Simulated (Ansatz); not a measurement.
Here is the system:

SrO:
```cif
data_O4Sr4
_chemical_formula_sum 'Sr4 O4'
_space_group_name_H-M_alt 'Fm-3m'
_space_group_IT_number 225
_space_group_name_Hall '-F 4 2 3'
_cell_length_a 5.06467
_cell_length_b 5.06467
_cell_length_c 5.06467
_cell_angle_alpha 90.000
_cell_angle_beta 90.000
_cell_angle_gamma 90.000
loop_
_atom_site_label
_atom_site_type_symbol
_atom_site_symmetry_multiplicity
_atom_site_Wyckoff_symbol
_atom_site_fract_x
_atom_site_fract_y
_atom_site_fract_z
_atom_site_occupancy
Sr1 Sr 4 b 0.50000 0.50000 0.50000 1
O1 O 4 a 0.00000 0.00000 0.00000 1
```
(The calculation used a cell of 2 atoms; values per cell refer to that cell.)

This is the LDA-relaxed structure.

Question: All from plane-wave PAW LDA (Ansatz code), unless another level is named. Give the electronic dielectric constant ε∞ (DFPT).

Answer: 3.87.

Question: And the Born charges (a third of the trace)?

Answer: Sr +2.47, O -2.47 e.

Question: And the static dielectric constant ε0 (ions relaxed, cell fixed)?

Answer: 18.6.

Symmetry was held in the LDA relaxation. Spin–orbit coupling is left out wherever it is not named.

Potentials: the earlier of the program's two PAW sets. The files were generated under PBE; for other functionals the program regenerates the frozen cores, and for LDA and PBEsol the local potential too.
